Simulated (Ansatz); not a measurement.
ZrOs (CsCl type, Pm-3m) at seven volumes, PBEsol in the plane-wave PAW code Ansatz, scaled uniformly. One row is withheld.

| V (Å³/atom) | P (GPa) |
|---|---|
| 15.577 | 25.60 |
| 16.091 | 15.74 |
| 16.604 | 7.26 |
| 17.118 | 0.00 |
| 17.632 | ? |
| 18.145 | -11.57 |
| 18.659 | -16.15 |

Question: Fit the shown pressures and predict the withheld one.

Answer: P = (3/2)B₀(x^(7/2) − x^(5/2))[1 + (3/4)(B′ − 4)(x − 1)] with x = (V₀/V)^(2/3). Least squares on the six rows gives V₀ = 17.119 Å³/atom, B₀ = 224 GPa, B′ = 4.10. At V = 17.632, x = 0.9805 and P = -6.23 GPa. The run itself gave -6.23 GPa.

The first step of the workflow began from a Materials Project structure, measured or hypothetical; the Crystallography Open Database files this formula in space group No. 221, but the cells were not matched. Whether it is the stable phase at ambient conditions was not checked. The cell was relaxed with PBEsol under the symmetry of its start; of distortions, only those at the zone centre were tested. No spin polarisation was allowed. Scalar-relativistic: spin–orbit coupling is off unless named, which matters more the heavier the elements.

Potentials: the later of the program's two PAW sets.
